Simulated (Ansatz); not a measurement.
AlCl3:
```cif
data_Al2Cl6
_chemical_formula_sum 'Al2 Cl6'
_space_group_name_H-M_alt 'P 1'
_space_group_IT_number 1
_cell_length_a 5.84192
_cell_length_b 5.84192
_cell_length_c 5.98902
_cell_angle_alpha 80.914
_cell_angle_beta 99.086
_cell_angle_gamma 60.038
loop_
_space_group_symop_operation_xyz
  'x, y, z'
loop_
_atom_site_label
_atom_site_type_symbol
_atom_site_fract_x
_atom_site_fract_y
_atom_site_fract_z
_atom_site_occupancy
Al1 Al 0.16656 0.16656 0.00000 1
Al2 Al 0.83344 0.83344 0.00000 1
Cl1 Cl 0.78093 0.21907 0.76678 1
Cl2 Cl 0.21907 0.78093 0.23322 1
Cl3 Cl 0.92944 0.42522 0.23124 1
Cl4 Cl 0.07056 0.57478 0.76876 1
Cl5 Cl 0.42522 0.92944 0.76876 1
Cl6 Cl 0.57478 0.07056 0.23124 1
```

Relaxed with LDA.

### Question
Which orbitals make up the states near the band edges in DFT-LDA in the program Ansatz with PAW potentials?

### Answer
Top 1 eV of the valence band: Cl 3p 98 %. Bottom 1 eV of the conduction band: Al 3s 52 %, Cl 3p 28 %, outside the projected shells 15 %. Projections are on Löwdin-orthogonalised atomic valence shells; empty p or d shells of many metals are not among them.

### Question
Tabulate the density of states.

### Answer
States/eV per cell of 8 atoms, in 0.25 eV bins, energy from the valence-band maximum.

```tsv
E (eV)	total	Cl 3p	Al 3p	Al 3s
-7.85	0.00	0.00	0.00	0.00
-7.60	0.00	0.00	0.00	0.00
-7.35	0.00	0.00	0.00	0.00
-7.10	0.00	0.00	0.00	0.00
-6.85	0.00	0.00	0.00	0.00
-6.60	0.00	0.00	0.00	0.00
-6.35	0.00	0.00	0.00	0.00
-6.10	0.00	0.00	0.00	0.00
-5.85	0.76	0.50	0.00	0.25
-5.60	2.83	1.87	0.00	0.83
-5.35	3.55	2.38	0.01	0.93
-5.10	0.86	0.57	0.00	0.21
-4.85	3.00	2.14	0.01	0.51
-4.60	4.15	2.85	0.02	0.75
-4.35	1.81	1.33	0.20	0.13
-4.10	6.68	5.07	1.38	0.01
-3.85	5.75	4.55	0.92	0.01
-3.60	5.30	4.26	0.78	0.02
-3.35	7.33	6.10	0.87	0.04
-3.10	5.04	4.23	0.58	0.03
-2.85	4.38	3.76	0.45	0.02
-2.60	4.40	3.78	0.46	0.01
-2.35	2.82	2.53	0.19	0.02
-2.10	7.29	6.61	0.47	0.04
-1.85	7.45	7.05	0.20	0.03
-1.60	9.66	9.30	0.16	0.03
-1.35	10.71	10.42	0.09	0.02
-1.10	11.73	11.44	0.08	0.02
-0.85	11.52	11.22	0.10	0.03
-0.60	11.50	11.25	0.10	0.02
-0.35	12.46	12.25	0.07	0.01
-0.10	3.01	2.97	0.01	0.00
0.15	0.00	0.00	0.00	0.00
0.40	0.00	0.00	0.00	0.00
0.65	0.00	0.00	0.00	0.00
0.90	0.00	0.00	0.00	0.00
1.15	0.00	0.00	0.00	0.00
1.40	0.00	0.00	0.00	0.00
1.65	0.00	0.00	0.00	0.00
1.90	0.00	0.00	0.00	0.00
2.15	0.00	0.00	0.00	0.00
2.40	0.00	0.00	0.00	0.00
2.65	0.00	0.00	0.00	0.00
2.90	0.00	0.00	0.00	0.00
3.15	0.00	0.00	0.00	0.00
3.40	0.00	0.00	0.00	0.00
3.65	0.00	0.00	0.00	0.00
3.90	0.00	0.00	0.00	0.00
4.15	0.00	0.00	0.00	0.00
4.40	0.00	0.00	0.00	0.00
4.65	0.00	0.00	0.00	0.00
4.90	0.17	0.05	0.00	0.09
5.15	2.48	0.71	0.07	1.28
5.40	4.71	1.36	0.11	2.45
5.65	3.27	0.88	0.12	1.70
5.90	4.53	1.20	0.12	2.38
6.15	0.84	0.22	0.01	0.44
6.40	0.00	0.00	0.00	0.00
6.65	0.00	0.00	0.00	0.00
6.90	0.15	0.01	0.09	0.00
7.15	2.80	0.25	1.52	0.02
7.40	5.68	0.49	2.73	0.04
7.65	7.21	0.67	3.00	0.04
7.90	6.08	0.59	2.26	0.03
8.15	6.92	0.67	2.10	0.05
8.40	7.84	0.76	2.25	0.06
8.65	6.98	0.65	1.87	0.06
8.90	7.46	0.79	2.31	0.06
9.15	7.19	0.68	1.78	0.06
9.40	9.64	0.81	1.80	0.06
9.65	7.53	0.56	1.33	0.06
```

Space group C2/m. The workflow started from a Materials Project entry (that database holds measured and hypothetical structures alike); the Crystallography Open Database files this formula in space group No. 12, but the cells were not matched. Whether it is the stable phase at ambient conditions was not checked. The LDA relaxation kept the symmetry of its start; phonons on a q-mesh show no instability. A crystal of weakly bound layers computed without a dispersion correction: the cell and the soft elastic constants depend strongly on that.

Potentials: the earlier of the program's two PAW sets.
